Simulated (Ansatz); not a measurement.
Relaxed HfO2 (fluorite):

```
HfO2
1.0
    0.00000     2.52945     2.52945
    2.52945     0.00000     2.52945
    2.52945     2.52945     0.00000
Hf O
1 2
Direct
  0.00000   0.00000   0.00000
  0.25000   0.25000   0.25000
  0.75000   0.75000   0.75000
```

The atoms are displaced by Q × the pattern below (from a DFPT mode at Γ, largest move 1; Q in Å), at fixed cell. It is one choice among 3 degenerate patterns.

```json
[
 {"atom": "Hf1", "x": "0.000", "y": "0.000", "z": "0.179"},
 {"atom": "O2", "x": "0.000", "y": "0.000", "z": "-1.000"},
 {"atom": "O3", "x": "0.000", "y": "0.000", "z": "-1.000"}
]
```

Calculation: r2SCAN (plane waves to 500 eV, PAW, scalar-relativistic; Ansatz, a first-principles code). k mesh 11×11×11 (Γ-centred), Fermi-Dirac smearing 0.05 eV. The energy includes the smearing's −TS. HfO2 is run without spin polarisation. HfO2 was relaxed with its symmetry unable to fall. Spin-orbit coupling is left out, though Hf is heavy. The PAW data are Ansatz's earlier set. This is a high-temperature form of HfO2. The zero of ΔE is the undisplaced structure.

```csv
Q (Å),ΔE (meV/cell)
-0.2800,413
-0.2333,withheld
-0.1867,160
-0.1400,85
-0.0933,36
-0.0467,9
0.0000,0
0.0467,9
0.0933,36
0.1400,85
0.1867,160
0.2333,withheld
0.2800,413
```

### Question
Fit an even polynomial form (powers 2, 4) to the given rows and predict ΔE at Q = -0.2333.

### Answer
Least squares on the 11 given rows: ΔE = (4036)·Q² + (15720)·Q⁴, in meV/cell with Q in Å; root-mean-square residual 0.2 meV/cell. At -0.2333 the fit gives 266 meV/cell; the calculation gives 268 meV/cell, so the interpolation is off by -2 (-0.7 %). The quadratic term alone would give 220 meV/cell.

(A displaced cell: forces are minus the slopes of the energy, force constants its curvatures, and phonons follow from these.)
